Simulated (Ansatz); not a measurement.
# Rh: stiffness from a series of strains

```
CELL_PARAMETERS angstrom
0.00000 1.90155 1.90155
1.90155 0.00000 1.90155
1.90155 1.90155 0.00000
ATOMIC_POSITIONS crystal
Rh 0.00000 0.00000 0.00000
```

The geometry is COD entry 9008482, unchecked; take it as a test cell.

Theory: Ansatz 0.2.0, DFT, PBEsol, all-electron LAPW, scalar-relativistic.

Numerical set-up: a Γ-centred 16×16×16 k mesh, Fermi–Dirac smearing of 0.08 eV, basis error target 1 meV/atom, no spin polarisation.

The strain is applied along the Cartesian axes of the cell as listed (the other components stay zero). Fractional coordinates are held (clamped ions).

σ is the change of stress from the unstrained cell, which is at -4.89 GPa; tension is positive, so slopes are stress–strain coefficients at that pressure. In a metal the k mesh adds noise.

Only quantities that a quadratic follows smoothly over the whole series are listed; rougher ones are left out.

```tsv
εxx = εyy	σzz (GPa)	σxx (GPa)
-0.0300	-13.36	-22.36
-0.0200	-8.41	-14.00
-0.0100	-3.97	-6.58
0.0000	0.00	0.00
0.0100	3.55	5.82
0.0300	9.52	15.44
```

(1) Fit the series and read off the stiffness at zero strain.

(2) One run, at εxx = εyy = 0.0200, is withheld. Predict its row.

Answers

(1) Least-squares fits y = p0 + p1 x + p2 x² to the rows give σzz (GPa): p1 = 380, p2 = -2100; σxx (GPa): p1 = 628, p2 = -3800. So 2 C12 = 380 GPa and C11 + C12 = 628 GPa.

(2) The fits give 6.76, 11.04; the run gave 6.71, 10.94.
